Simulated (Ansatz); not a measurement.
TiCo$_{3}$:
```xyz
4
Lattice="3.5865 0.0000 0.0000 0.0000 3.5865 0.0000 0.0000 0.0000 3.5865" Properties=species:S:1:pos:R:3 pbc="T T T"
Co     0.0000     1.7933     1.7933
Co     1.7933     0.0000     1.7933
Co     1.7933     1.7933     0.0000
Ti     0.0000     0.0000     0.0000
```
The run is spin-polarised; directions of the spins, atom by atom: ↑ ↑ ↑ ↓.

Relaxed with r²SCAN.

Task: Give the Bader charges and basin volumes of the independent atoms, plane-wave PAW r²SCAN (Ansatz code).

Result: 

| atom | Bader charge (e) | Bader volume (Å³) |
|---|---|---|
| Co1 | -0.46 | 12.4 |
| Ti4 | +1.38 | 8.8 |

Space group Pm-3m (Cu3Au type). The workflow started from an entry of the Crystallography Open Database (COD). Its standing as an ambient phase is unchecked. The cell was relaxed with r²SCAN under the symmetry of its start, as lowered by the spin order; whether a distortion lowers the energy is not shown. Magnetic state: ferrimagnetic, chosen from 4 collinear starts compared on coarse meshes (ties went to the first, and starts can fall back to one state), not a proven ground state. Other orbital occupations within this spin state were not tried.

Potentials: the later of the program's two PAW sets.
